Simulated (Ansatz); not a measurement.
CuAu$_{3}$, DFT, LDA, all-electron PAW with datasets made for the crystal, scalar-relativistic (Ansatz 0.2.0), run on 1 thread of Intel(R) Xeon(R) Platinum 8488C (Sapphire Rapids) on a shared host.

The cell comes from COD entry 1510492, which wasn't checked; take it as a given geometry. The listed cell was then made from it by scaling, straining or moving an atom.

Command: `ansatz run input.yaml --threads 1 --pin off --max-ram 4096MiB --backend cpu --events-out ev --progress --plain --runs-dir out`

```yaml
crystal:
  lattice:
    - [3.9532877858, 0.0, 0.0]
    - [0.0, 3.9532877858, 0.0]
    - [0.0, 0.0, 3.9532877858]
  atoms:
    - { symbol: Cu, position: [0.0, 0.0, 0.0] }
    - { symbol: Au, position: [0.0, 0.5, 0.5] }
    - { symbol: Au, position: [0.5, 0.0, 0.5] }
    - { symbol: Au, position: [0.5, 0.5, 0.0] }
kpoints:
  mp_grid: { grid: [9, 9, 9] }
scf:
  occupations: { method: fermi_dirac, width: 0.05 }
hamiltonian:
  xc: lda
  pseudopotentials: { kind: all_electron, datasets: crystal }
output:
  forces: true
  stress: true
  eigenvalues: true
  efg: { contact_densities: true }
```

How large is the problem that the program sets up?

35 irreducible k-points, 619 plane waves at Γ, 29 bands.

About how long does it take, and how much memory does it use?

18 s of wall time for 12 SCF iterations, with a peak of 0.82 GiB. Times on shared machines scatter by tens of per cent.

And the same cell and mesh by PAW with the default files, asked for forces, stress, eigenvalues, efg, on the same hardware?

5.3 s, peak memory 0.5 GiB.
